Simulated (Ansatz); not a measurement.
## MnCo5N4: ⁵⁵Mn nuclear quadrupole resonance

Cell: a computed structure from the Materials Project (it need not be an observed phase).

Space group Pmmn:1 (No. 59); a = 5.9135, b = 6.8315, c = 4.5275 Å.

| site | Wyckoff | site symmetry | x | y | z |
| --- | --- | --- | --- | --- | --- |
| Mn | 2b | mm2 | 0.0000 | 0.5000 | 0.3175 |
| Co3 | 8g | 1 | 0.2767 | 0.3145 | 0.7466 |
| Co11 | 2a | mm2 | 0.5000 | 0.5000 | 0.2401 |
| N13 | 4f | .m. | 0.7773 | 0.5000 | 0.0318 |
| N17 | 4e | m.. | 0.5000 | 0.2346 | 0.4548 |

One atom of each set is listed.

Level of theory: DFT, PBE, plane waves and PAW, scalar-relativistic, collinear spin, 420 eV cutoff, Γ-centred 6×5×7 k-points, Fermi–Dirac smearing 0.05 eV (Ansatz 0.2.0). Start moments as typed (μB): 5 on each Mn, 3 on each Co, none on the rest.

⁵⁵Mn: I = 5/2, Q = 330.0 mb (year-2017 value). Static lattice, zero field.

(1) The simulated lines lie at 2.80, 5.53 MHz. What are |C_Q|, η and |V_zz| at Mn?

Answers

(1) For I = 5/2 and η = 0 the lines are 3|C_Q|/20 and twice that; η pulls their ratio below 2. Here |C_Q| = 18.5 MHz, η = 0.10 and |V_zz| = 2.31 × 10²¹ V/m². The calculation gives V_zz negative; the lines don't show the sign. The site has 4 N at 1.85–1.91 Å.

With no gap above 0.1 eV, as in a metal, the gradients converge slowly in k; expect changes of a tenth or more on a denser mesh. Semilocal functionals make gaps too small and can close them, so the real compound need not be a metal. The start moments die out, and the run ends without spin.

The run took 13 min of wall time (21 min of CPU time) and 2.2 GiB at its peak, on 2 threads of Intel Xeon Processor @ 2.50GHz (Skylake/Cascade Lake) (x86_64; 62 cores open to the job, memory cap 5.0 GiB, no GPU), a shared host with a load of 0.9 a core.
